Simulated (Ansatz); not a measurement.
Q: Each is relaxed and computed with PBEsol in the plane-wave PAW code Ansatz. Which is the only metal?
A) FeSi2, Cmce (Fe on 8f, Fe on 8d, Si on 16g, Si on 16g)
B) Ag2S, Cmcm (Ag on 4b, Ag on 4c, S on 4c)
C) ZrPbO3, cubic perovskite
D) ZrSi2, Cmcm (Si on 4c, Si on 4c, Zr on 4c)

A: D, ZrSi2, Cmcm (Si on 4c, Si on 4c, Zr on 4c). ZrSi2: metal; ZrPbO3: gap 2.34 eV; FeSi2: gap 0.74 eV (indirect); Ag2S: gap 0.95 eV (direct). Standing as an ambient phase not checked: ZrPbO3, cubic perovskite; FeSi2, Cmce (Fe on 8f, Fe on 8d, Si on 16g, Si on 16g); Ag2S, Cmcm (Ag on 4b, Ag on 4c, S on 4c). Unstable at this level: ZrPbO3, cubic perovskite. All cells were relaxed under the symmetry of their starts (and spin orders); stability against distortions was not tested throughout. Rows with no word on spin ran without spin polarisation. Scalar-relativistic: spin–orbit coupling is off unless named, which matters more the heavier the elements.

Potentials: the later of the program's two PAW sets.
